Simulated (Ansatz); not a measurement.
The relaxed structure here is a generated cell of AlPd: the first start was made by placing the elements on the sites of a structure type, and the end was not matched to a known phase here, so it may be hypothetical.

The start is a generated cell, AlPd placed in the AFLOW prototype AB_oP2_25_b_a (as in CdTe). Cell shape, volume and atoms are optimised at zero target pressure with PBEsol (plane waves to 420 eV, PAW, scalar-relativistic; Ansatz, a first-principles code). First-step values are on the input's coarse k-mesh.

Ansatz input (later rounds restart from its end on a renewed k-mesh):
Ansatz 0.2 input:
```yaml
crystal:
  lattice:
    - [2.4210059, 0, 0]
    - [0, 4.5298017, 0]
    - [0, 0, 2.6073497]
  atoms:
    - { symbol: Al, position: [0, 0.5, 0.25] }
    - { symbol: Pd, position: [0, 0, 0] }
basis: { ecutwfc: 420, ecutrho_ratio: 4, xc_grid: 2, fft_grid_basis: typed }
kpoints: { mp_grid: { grid: [13, 7, 12] } }
hamiltonian:
  xc: pbesol
  dispersion: none
  pseudopotentials: { kind: paw }
scf: { occupations: { method: fermi_dirac, width: 0.05 } }
relax: { f_tol: 0.01, max_steps: 100, cell: { stress_tol: 0.02 } }
output: { forces: true, stress: true }
```

**Question.** How large is the pressure on the unrelaxed cell, and of which sign?

**Answer.** +27.4 GPa (positive: the cell is compressed).

**Question.** What symmetry does the relaxed structure have?

**Answer.** The space group goes from Pmm2 (No. 25) to Pmmm (No. 47), with 2 atoms in the primitive cell.

**Question.** How much energy is released per atom?

**Answer.** 0.54 eV/atom.

**Question.** How does the volume change?

**Answer.** +13.8 %, from 14.30 to 16.27 Å³/atom.

**Question.** How do the shortest distances between atoms change?

**Answer.** The closest pairs of elements (up to four, under 3.6 Å), start → end: Al–Pd 2.36 → 2.51 Å; Al–Al 2.42 → 2.77 Å; Pd–Pd 2.42 → 2.77 Å.

**Question.** Is the relaxed structure metallic? Give its gap.

**Answer.** No gap (metallic).

**Question.** What does it relax into? Give the structure.

**Answer.** 
```cif
data_AlPd
_chemical_formula_sum 'Al1 Pd1'
_space_group_name_H-M_alt 'Pmmm'
_space_group_IT_number 47
_space_group_name_Hall '-P 2 2'
_cell_length_a 2.77002
_cell_length_b 2.80824
_cell_length_c 4.18304
_cell_angle_alpha 90.000
_cell_angle_beta 90.000
_cell_angle_gamma 90.000
loop_
_atom_site_label
_atom_site_type_symbol
_atom_site_symmetry_multiplicity
_atom_site_Wyckoff_symbol
_atom_site_fract_x
_atom_site_fract_y
_atom_site_fract_z
_atom_site_occupancy
Al1 Al 1 d 0.50000 0.00000 0.50000 1
Pd1 Pd 1 a 0.00000 0.00000 0.00000 1
```

Final values are on a 17×16×11 k-mesh of the relaxed cell. No spin polarisation in the result.

The run could not lose the symmetry of its start, so the end can be a saddle point.
